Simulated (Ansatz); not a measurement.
ZnInGaO4:
```
ZnInGaO4
1.0
    1.63921     0.94640     8.49454
   -1.63921     0.94640     8.49454
    0.00000    -1.89279     8.49454
Zn In Ga O
1 1 1 4
Direct
  0.21870   0.21870   0.21870
  0.00282   0.00282   0.00282
  0.78718   0.78718   0.78718
  0.29489   0.29489   0.29489
  0.71128   0.71128   0.71128
  0.12125   0.12125   0.12125
  0.86387   0.86387   0.86387
```

Relaxed with LDA.

Task: Decompose the optical modes at the zone centre into irreducible representations, and say which are infrared and Raman allowed.

Result: Point group 3m: Γ_opt = 6A1 + 6E. Infrared: A1, E. Raman: A1, E.

Task: Assign frequencies (DFPT, DFT-LDA in the program Ansatz with PAW potentials; without the LO–TO term).

Result: E 89, E 136, A1 192, A1 226, A1 335, E 354, E 374, E 428, A1 500, E 570, A1 592, A1 647 cm⁻¹.

Space group R3m. Symmetry was held in the LDA relaxation.

Potentials: the later of the program's two PAW sets.
